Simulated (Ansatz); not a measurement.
PbBrF in space group P4/nmm (No. 129; Pb on 2c, Br on 2c, F on 2a), plane-wave PAW r²SCAN+D4 (Ansatz code). The conduction-band minimum lies at Z, with 1 equivalent valley. Second derivatives d²E/dk² of the lowest band at one valley (eV·Å²), along Cartesian directions:

```tsv
direction	d²E/dk²
[100]	16.67
[010]	16.67
[001]	23.58
[110]	16.67
[101]	20.13
[011]	20.13
```

Question: Find the principal effective masses, the density-of-states mass and the conductivity mass.

Answer: Off-diagonal terms follow from H_xy = H[110] − (H_xx + H_yy)/2, and m*/mₑ = 7.620 eV·Å² over each eigenvalue: 0.32, 0.46, 0.46. One valley's DOS mass (m₁m₂m₃)^(1/3) = 0.41, conductivity mass 3/(Σ 1/mᵢ) = 0.40 mₑ.

Question: What effective density of states Nc follows at 300 K for parabolic valleys?

Answer: Nc = 2.509e19 × 1 × (0.41)^(3/2) ≈ 6.6e18 cm⁻³.

The workflow started from a Materials Project entry (that database holds measured and hypothetical structures alike); the Crystallography Open Database files this formula in space group No. 129, but the cells were not matched. Whether it is the stable phase at ambient conditions was not checked. The r²SCAN+D4 relaxation kept the symmetry of its start; its stability against distortions is not shown here. Scalar-relativistic: spin–orbit coupling is off unless named, which matters more the heavier the elements.

Potentials: the later of the program's two PAW sets.

Edges and masses are those of Kohn–Sham bands, whose gap is no quasiparticle gap.
